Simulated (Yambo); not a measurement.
Mg$_{2}$ZnP$_{2}$ (space group P3m1, No. 156), G0W0@LDA in Yambo with this input:

```
rim_cut
gw0
dyson
el_el_corr
HF_and_locXC
ppa
em1d
RandQpts= 1000000
RandGvec= 1 Ry
EXXRLvcs= 84 Ry
VXCRLvcs= 336 Ry
Chimod= "HARTREE"
% BndsRnXp
 13 | 176 |
%
NGsBlkXp= 8 Ry
% LongDrXp
 1.0 | 1.0 | 1.0 |
%
PPAPntXp= 27.2114 eV
% GbndRnge
 1 | 176 |
%
GTermKind= "BG"
DysSolver= "n"
ExtendOut
```

On a 3×3×2 mesh, with wavefunctions cut at 84 Ry, the gap (Γ → K) is 1.970 eV and the valence edge shifts by -0.506 eV.

Q: What happens with this change: 2 Ry block?

A: The gap falls by 0.365 eV, to 1.605 eV; the shift of the valence edge becomes -0.049 eV. Neither run is shown to be the converged limit. The mesh misses a band edge: along a dense path the LDA gap is 0.91 eV against 1.13 eV on the mesh.

Geometry of the Materials Project entry, not relaxed at this level; primitive cell a = 4.014 Å, b = 4.014 Å, c = 6.544 Å, α = 90.00°, β = 90.00°, γ = 120.00°.

The structure is a Materials Project entry; no match was found in the copy of COD used, and its stability was not checked.

A shift is the quasiparticle energy of the state minus its LDA energy.
